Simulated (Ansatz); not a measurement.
Given:

Ag:
Space group Pm-3n (No. 223); a = b = c = 5.162 Å, α = β = γ = 90.00°

```json
[
 {"atom": "Ag", "site": "2a", "symmetry": "m-3.", "x": "0.0000", "y": "0.0000", "z": "0.0000"},
 {"atom": "Ag", "site": "6c", "symmetry": "-4m.2", "x": "0.0000", "y": "0.5000", "z": "0.2500"}
]
```

This is the PBEsol-relaxed structure.

**Question.** All from PBEsol in the plane-wave PAW code Ansatz, unless another level is named. Give the bulk modulus (Birch–Murnaghan fit).

**Answer.** 110 GPa.

**Question.** What about the elastic constants (relaxed ions, GPa)?

**Answer.** C11 = 206, C12 = 62.4, C44 = -16.7.

**Question.** What about the highest zone-centre frequency?

**Answer.** 254 cm⁻¹.

The start of the workflow was typed in or built on a structure type; neither database checked (COD, Materials Project) lists it. It is not the phase usual at ambient conditions (space group No. 225). The cell was relaxed with PBEsol under the symmetry of its start. At this level the phase is mechanically unstable. No spin polarisation was allowed. As this level gives no gap, shear constants depend on the k-mesh and smearing (Fermi–Dirac, 0.1 eV here). As this level gives no gap, phonon frequencies hold no LO–TO term and depend on the k-mesh and smearing (Fermi–Dirac, 0.1 eV here).

Potentials: the later of the program's two PAW sets.
